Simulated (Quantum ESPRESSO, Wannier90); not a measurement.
## Wannierisation of CdSe (zinc blende)

```
begin unit_cell_cart
ang
    0.0000000000    3.0702700000    3.0702700000
    3.0702700000    0.0000000000    3.0702700000
    3.0702700000    3.0702700000    0.0000000000
end unit_cell_cart
begin atoms_frac
Cd   0.0000000000  0.0000000000  0.0000000000
Se   0.2500000000  0.2500000000  0.2500000000
end atoms_frac
```

Cell from Materials Project (mp-2691), symmetrised, no further relaxation. Not found in the COD (Crystallography Open Database) copy used, which has the formula in other groups; not checked further. Method: PBEsol plane waves in Quantum ESPRESSO 7.5 (PseudoDojo norm-conserving files, 82 Ry, spinors with spin-orbit coupling), Bloch states on a 6×6×6 mesh through Γ, Wannier90 4.0.1. Density: 10×10×10 mesh, Gaussian smearing 0.01 Ry.

Bands 19-20,31-36 form an isolated set from -12.59 to 0.00 eV relative to the valence-band maximum (on the path) and are turned into 8 Wannier functions by minimising the spread from the start: SCDM (isolated). Bands 21–30 (Cd 4d 96 %) lie between the kept ones and are excluded.

Question: Where do the functions sit, how wide are they and what are they made of?

Answer: 
```csv
functions,spread (Å²),"nearest atom, distance (Å)","second atom, distance (Å)",weight on atomic waves
8,2.26,Se 0.68,Cd 1.98,"Se 4p 61 %, Se 4s 23 %, Cd 5s 10 %"
```

Ω_I = 17.21 Å², Ω_total = 18.09 Å²; the interpolated bands follow pw.x to 31 meV rms on the path. It is the lowest total spread that any start reached here.
